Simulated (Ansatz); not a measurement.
## Fields on a plane of Sn (diamond)

```xyz
2
Lattice="0.0000 3.2834 3.2834 3.2834 0.0000 3.2834 3.2834 3.2834 0.0000" Properties=species:S:1:pos:R:3 pbc="T T T"
Sn     1.6417     1.6417     1.6417
Sn     0.0000     0.0000     0.0000
```

The slice is a {111} plane (indices of the conventional cell) through the point (0.250, 0.250, 0.250) (fractional), spanned by u = [100] and v = [-1 2 0] in vectors of this cell: u (4.64 Å) and v (8.04 Å, at 90° to u). It covers one period; positions are fractions (u, v).

Atoms on it: Sn at (0.00, 0.00); Sn at (0.50, 0.50). Other atoms lie within 1 Å of the plane.

Method: r2SCAN (plane waves to 500 eV, PAW, scalar-relativistic; Ansatz, a quantum-chemistry and plane-wave program). k mesh 12×12×12. Inside the PAW spheres the values are not all-electron values, and peaks at nuclei hang on which shells count as valence. Sn was relaxed with its symmetry unable to fall.

```
|999977664444333333333333334444667799|
|887766554444333333333333334444556677|
|666655444444444444444444444444445566|
|444444444444444444444444444444444444|
|333333333333444455555544443333333333|
|222222223333334444554444333333222222|
|111122222233334444444444333322222211|
|111111112222333344444433332222111111|
|000000112222333344444433332222110000|
|000000111122333344444433332211110000|
|000000112222333344444433332222110000|
|000000112233334444554444333322110000|
|000011222233445566666655443322221100|
|111111223344556677887766554433221111|
|112222223344667799999977664433222222|
|222222333344668899999988664433332222|
|333333334444667799999977664444333333|
|333333334444556677887766554444333333|
|444444444444445566666655444444444444|
|444444444444444444444444444444444444|
|555544443333333333333333333333444455|
|554444333333222222222222223333334444|
|444444333322222211111122222233334444|
|444433332222111111111111112222333344|
|444433332222110000000000112222333344|
|444433332211110000000000111122333344|
|444433332222110000000000112222333344|
|554444333322110000000000112233334444|
|666655443322221100000011222233445566|
|887766554433221111111111223344556677|
|999977664433222222112222223344667799|
|999988664433332222222222333344668899|
```
Scale: ten equal steps from -1.83 (start of '0') to 1.22 (end of '9'), in the order '0123456789'. Values: log₁₀ of the valence density in e/Å³. The map has 18 points along u (two characters each, u = 0 at the left) and 32 along v (v = 0 in the bottom row). The scale is logarithmic, as a density can span decades between atoms and voids.

```tsv
v \ u	0.00	0.11	0.22	0.33	0.44	0.56	0.67	0.78	0.89
0.88	<-4.0	<-4.0	-0.3	-2.5	<-4.0	<-4.0	-2.4	-0.3	<-4.0
0.75	3.9	3.8	3.0	0.0	<-4.0	<-4.0	0.0	3.0	3.8
0.62	4.3	4.0	2.3	-2.4	<-4.0	<-4.0	-2.4	2.3	4.0
0.50	2.5	2.3	-1.9	x	x	x	x	-1.9	2.3
0.38	<-4.0	<-4.0	-0.3	-2.4	<-4.0	<-4.0	-2.5	-0.3	<-4.0
0.25	<-4.0	-2.3	1.8	3.6	3.9	3.9	3.6	1.8	-2.3
0.12	<-4.0	<-4.0	0.5	3.4	4.2	4.2	3.4	0.5	<-4.0
0.00	x	x	<-4.0	1.3	2.5	2.5	1.3	<-4.0	x
```

Values: electrostatic potential energy of an electron, from the cell's mean, in eV. Points within 1 Å of a nucleus are blanked (x), as the pseudised field means little there. Values under -4 eV are set to -4. The zero, the cell's mean, hangs on the PAW cores.
